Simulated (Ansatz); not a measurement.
## HfGeTe, first-principles data

HfGeTe:
```cif
data_Ge2Hf2Te2
_chemical_formula_sum 'Hf2 Te2 Ge2'
_space_group_name_H-M_alt 'P 1'
_space_group_IT_number 1
_cell_length_a 3.87549
_cell_length_b 3.87549
_cell_length_c 8.56780
_cell_angle_alpha 90.000
_cell_angle_beta 90.000
_cell_angle_gamma 90.000
loop_
_space_group_symop_operation_xyz
  'x, y, z'
loop_
_atom_site_label
_atom_site_type_symbol
_atom_site_fract_x
_atom_site_fract_y
_atom_site_fract_z
_atom_site_occupancy
Hf1 Hf 0.00000 0.50000 0.24441 1
Hf2 Hf 0.50000 0.00000 0.75559 1
Te1 Te 0.00000 0.50000 0.62339 1
Te2 Te 0.50000 0.00000 0.37661 1
Ge1 Ge 0.00000 0.00000 0.00000 1
Ge2 Ge 0.50000 0.50000 0.00000 1
```

Space group P4/nmm (No. 129); conventional cell a = b = 3.875 Å, c = 8.568 Å, α = β = γ = 90.00°.

Method: the program Ansatz at the r²SCAN level (PAW). The cell and atoms are relaxed at this level. Other levels are named where they apply.

Cell and energy:

- Volume per atom = 21.45 Å³
- Density = 9.77 g/cm³
- Formation energy from the elements (no fitted shifts) = -0.73 eV/atom

Electronic structure:

- Electronic character = metallic (no gap)
- Density of states at the Fermi level = 0.03 states/eV per atom (mean over ±0.08 eV)

The workflow started from an entry of the Crystallography Open Database (COD). Whether it is the stable phase at ambient conditions was not checked. Symmetry was held in the r²SCAN relaxation; its stability against distortions is not shown here. The run is not spin-polarised. A small band overlap can be real or an error of a semilocal functional. The references are the lowest solids computed at this level, not always the standard phases. Spin–orbit coupling is left out wherever it is not named.

Potentials: the later of the program's two PAW sets.
